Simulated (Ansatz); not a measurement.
CdSiN2 in space group R-3m (No. 166; Cd on 3a, Si on 3b, N on 6c), PBE in the plane-wave PAW code Ansatz. The conduction-band minimum lies at Γ, with 1 equivalent valley. Second derivatives d²E/dk² of the lowest band at one valley (eV·Å²), along Cartesian directions:

| direction | d²E/dk² |
|---|---|
| [100] | 28.72 |
| [010] | 28.72 |
| [001] | 60.14 |
| [110] | 28.72 |
| [101] | 44.46 |
| [011] | 44.46 |

### Question
Find the principal effective masses, the density-of-states mass and the conductivity mass.

### Answer
Off-diagonal terms follow from H_xy = H[110] − (H_xx + H_yy)/2, and m*/mₑ = 7.620 eV·Å² over each eigenvalue: 0.13, 0.27, 0.27. One valley's DOS mass (m₁m₂m₃)^(1/3) = 0.21, conductivity mass 3/(Σ 1/mᵢ) = 0.19 mₑ.

### Question
What effective density of states Nc follows at 300 K for parabolic valleys?

### Answer
Nc = 2.509e19 × 1 × (0.21)^(3/2) ≈ 2.4e18 cm⁻³.

The start of the workflow was typed in or built on a structure type; neither database checked (COD, Materials Project) lists it. Whether it is the stable phase at ambient conditions was not checked. The PBE relaxation kept the symmetry of its start; its stability against distortions is not shown here. Spin–orbit coupling is left out wherever it is not named.

Potentials: the later of the program's two PAW sets.

Edges and masses are those of Kohn–Sham bands, whose gap is no quasiparticle gap.
